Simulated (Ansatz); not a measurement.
Crystals of one structure type (Cu3Au type) and one family of elements, relaxed and computed with PBEsol in the plane-wave PAW code Ansatz.

```
crystal  V (Å³/atom)  K_Hill (GPa)
-------  -----------  ------------
ScGa3          16.59             ?
ScAl3          16.87          91.9
YTl3           25.58          57.0
La3In          30.63          43.6
```

Fit a straight line to ln K against ln V and predict the withheld value.

Least squares on the 3 shown rows: ln K = -1.23 × ln V + (8.004), with a scatter of 2 %. For ScGa3 this gives 94.6. The run itself gave 82.4, outside the scatter: the line misses something about this case.

Standing as an ambient phase not checked: ScGa3, Cu3Au type; YTl3, Cu3Au type; La3In, Cu3Au type. All cells were relaxed under the symmetry of their starts (and spin orders); stability against distortions was not tested throughout. Rows with no word on spin ran without spin polarisation. Scalar-relativistic: spin–orbit coupling is off unless named, which matters more the heavier the elements.

Potentials: the later of the program's two PAW sets.
